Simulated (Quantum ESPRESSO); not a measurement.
## Kohn-Sham bands of Y$_{2}$C(NO)$_{2}$ (P-3m1)

```yaml
crystal:
  lattice:
    - [3.69899, 0.00000, 0.00000]
    - [-1.84949, 3.20342, 0.00000]
    - [0.00000, 0.00000, 8.16886]
  atoms:
    - { symbol: Y, position: [0.33333, 0.66667, 0.67752] }
    - { symbol: Y, position: [0.66667, 0.33333, 0.32248] }
    - { symbol: C, position: [0.00000, 0.00000, 0.00000] }
    - { symbol: N, position: [0.00000, 0.00000, 0.15015] }
    - { symbol: N, position: [0.00000, 0.00000, 0.84985] }
    - { symbol: O, position: [0.33333, 0.66667, 0.39666] }
    - { symbol: O, position: [0.66667, 0.33333, 0.60334] }
```

Materials Project entry mp-546864; symmetrised, unrelaxed at this level. Not found in the COD (Crystallography Open Database) copy used; not checked further. Level: PBEsol, spinors with spin-orbit coupling; pw.x of Quantum ESPRESSO at 68 Ry with PseudoDojo potentials, 4×4×4 k-points, Wannier90. Density: 12×12×4 mesh, cold smearing 0.01 Ry.

Energies are relative to the valence-band maximum; weights are on the orthonormalised atomic waves of the pseudopotential files, averaged over the group. 48 electrons a cell are treated as valence.

Problem. Into which isolated groups do the bands fall, where do they lie and what are they made of?

Solution. 
```csv
bands,from (eV),to (eV),filling,weight on atomic waves
1–4,-40.03,-39.95,filled,Y 4s 96 %
5–8,-21.57,-20.94,filled,"Y 4p 90 %, O 2s 6 %"
9–16,-20.54,-19.44,filled,Y 4p 92 %
17–18,-17.51,-17.26,filled,"N 2s 43 %, C 2s 33 %, N 2p 15 %"
19–24,-16.08,-14.94,filled,"O 2s 46 %, N 2s 15 %, C 2p 15 %"
25–32,-5.69,-4.00,filled,"N 2p 50 %, C 2p 22 %, N 2s 9 %"
33–48,-3.64,0.00,filled,"O 2p 58 %, N 2p 24 %, Y 4d 12 %"
```

The Kohn-Sham gap over both meshes and the path is 3.89 eV.
